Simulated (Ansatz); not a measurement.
**LuMg₂Sb₂, a known structure type with other elements, at an estimated volume**

```
CELL_PARAMETERS angstrom
4.60869 0.00000 0.00000
-2.30434 3.99124 0.00000
0.00000 0.00000 7.58200
ATOMIC_POSITIONS crystal
Mg 0.33330 0.66670 0.63080
Mg 0.66670 0.33330 0.36920
Sb 0.66670 0.33330 0.74710
Sb 0.33330 0.66670 0.25290
Lu 0.00000 0.00000 0.00000
```

Method: PBE, spin-orbit coupling; PAW, plane waves to 420 eV, 7×7×4 Γ-centred mesh, fermi-dirac occupations (width 0.1 eV) (Ansatz 0.2.0), atoms fixed.

The state carries no moments; the state need not be the lowest.

Q: Metal or insulator?

A: It is a metal, with about 2.4 states/eV a cell as the mean within 0.25 eV of the Fermi level, mostly Lu d (57 %).

Q: Which atom feels the largest force, and which way?

A: The largest is on Sb4 (and as large on other atoms): 0.99 eV/Å, components (0.00, 0.00, -0.99). It makes 108° with the line to a nearest neighbour, Mg2 at 2.80 Å.

Q: Is the cell too large or too small?

A: The pressure is -1.2 GPa (compression positive), so with the atoms held at these fractions the cell would first shrink; the forces are large, so a full relaxation may end otherwise. The principal stresses -2.5, -0.6, -0.6 GPa differ, so its shape would change too.

Q: How is the charge shared?

A: Bader charges in e: Lu +1.46, Mg +1.48, Sb -2.21. In the mean Mg gives up most and Sb takes most.

Origin: a known structure type with other elements, at an estimated volume, so it need not be a known compound. Caveats: started without moments under time reversal, so no moment could form.
